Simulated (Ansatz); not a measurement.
## CdIn$_{2}$O$_{4}$: from a starting cell to a relaxed one

The start is a relaxed CdIn2O4 cell shaken by Gaussian noise of σ = 0.08 Å a coordinate. The structure is fully relaxed (lattice and positions, P = 0) with r2SCAN (plane waves to 500 eV, PAW, scalar-relativistic; Ansatz, an electronic-structure program). The first steps use a coarse 6×6×6 k-mesh.

Starting cell:
```yaml
crystal:
  lattice:
    - [-2.80063, 2.80063, 2.87184]
    - [2.80063, -2.80063, 2.87184]
    - [2.80063, 2.80063, -2.87184]
  atoms:
    - { symbol: Cd, position: [0.48747, 0.50990, 0.00782] }
    - { symbol: In, position: [0.75881, 0.24128, 0.49327] }
    - { symbol: In, position: [0.26605, 0.73284, 0.53588] }
    - { symbol: O, position: [0.80758, 0.78441, 0.52269] }
    - { symbol: O, position: [0.25504, 0.24533, 0.46239] }
    - { symbol: O, position: [0.24783, 0.76617, 0.02495] }
    - { symbol: O, position: [0.73347, 0.22288, 0.95854] }
```

```yaml
largest_initial_force: 3.23 eV/Å, on Cd1 (atoms numbered as listed)
energy_released: 0.75 eV/atom
volume_change: +25.0 %, from 12.87 to 16.08 Å³/atom
relative_to_the_parent: "It does not go back: it reaches C2/m (No. 12), 0.73 eV/atom below the parent"
Shortest distances (start → end): "The closest pairs of elements (up to four, under 3.6 Å), start → end: Cd–O 1.97 → 2.32 Å; In–O 2.27 → 2.06 Å; O–O 2.55 → 2.82 Å; In–In 2.75 → 3.14 Å"
optimiser_moves: 23
```

Final structure:

```cif
data_Cd2In4O8
_chemical_formula_sum 'Cd2 In4 O8'
_space_group_name_H-M_alt 'C2/m'
_space_group_IT_number 12
_space_group_name_Hall '-C 2y'
_cell_length_a 11.65441
_cell_length_b 3.63043
_cell_length_c 5.49527
_cell_angle_alpha 90.000
_cell_angle_beta 104.433
_cell_angle_gamma 90.000
loop_
_space_group_symop_operation_xyz
  'x, y, z'
  '-x, -y, -z'
  '-x, y, -z'
  'x, -y, z'
  'x+1/2, y+1/2, z'
  '-x+1/2, -y+1/2, -z'
  '-x+1/2, y+1/2, -z'
  'x+1/2, -y+1/2, z'
loop_
_atom_site_label
_atom_site_type_symbol
_atom_site_symmetry_multiplicity
_atom_site_Wyckoff_symbol
_atom_site_fract_x
_atom_site_fract_y
_atom_site_fract_z
_atom_site_occupancy
Cd1 Cd 2 d 0.00000 0.50000 0.50000 1
In1 In 4 i 0.13510 0.00000 0.00232 1
O1 O 4 i 0.03805 0.00000 0.26914 1
O2 O 4 i 0.32577 0.00000 0.15998 1
```
(The calculation used a cell of 7 atoms; values per cell refer to that cell.)

Final values are on a 10×10×6 k-mesh of the relaxed cell. No spin polarisation in the result.

The relaxed structure here is a generated cell of CdIn2O4: the first start was made by a random draw of sites in a space group, and the end was not matched to a known phase here, so it may be hypothetical.
